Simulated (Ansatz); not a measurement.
A relaxed cell of Lu3PbF is given with its symmetry left out. The cell was found from a structure generator's guess, not taken from experiment.

Computed with DFT PBE, scalar-relativistic, plane waves, PAW in Ansatz 0.2.0. Cutoff 420 eV, Γ-centred mesh, Gaussian smearing, no spin polarisation.

```cif
data_structure
_symmetry_space_group_name_H-M 'P 1'
_symmetry_Int_Tables_number 1
_cell_length_a 4.8670
_cell_length_b 4.8670
_cell_length_c 4.8670
_cell_angle_alpha 90.000
_cell_angle_beta 90.000
_cell_angle_gamma 90.000
_cell_volume 115.29
loop_
_atom_site_label
_atom_site_type_symbol
_atom_site_fract_x
_atom_site_fract_y
_atom_site_fract_z
_atom_site_occupancy
Lu1 Lu 0.00000 0.50000 0.50000 1
Lu2 Lu 0.50000 0.00000 0.50000 1
Lu3 Lu 0.50000 0.50000 0.00000 1
Pb1 Pb 0.00000 0.00000 0.00000 1
F1 F 0.50000 0.50000 0.50000 1
```

Formation energies are uncorrected and refer to the elements' standard structures at the same level (F₂ as a molecule).

Problem. Find its symmetry and describe it.

Solution. Pm-3m (No. 221), the antiperovskite type. Conventional cell: a = 4.867 Å. Around Lu lie 2 F at 2.43 Å, 4 Pb at 3.44 Å and 8 Lu at 3.44 Å; Pb is surrounded by 12 Lu at 3.44 Å; around F lie 6 Lu at 2.43 Å.

Problem. How far does it lie from the elements in energy?

Solution. −0.81 eV/atom. Whether it is stable depends on the other phases of the system, which aren't compared here.

Problem. Is it a metal?

Solution. Yes, bands cross the Fermi level on the 8×8×8 mesh.

The last run used an 8×8×8 mesh for its 5-atom cell and Gaussian smearing of 0.10 eV. Spin–orbit coupling, which can matter for Pb, is left out. Symmetry constrained the relaxation, so the result can be a saddle point.
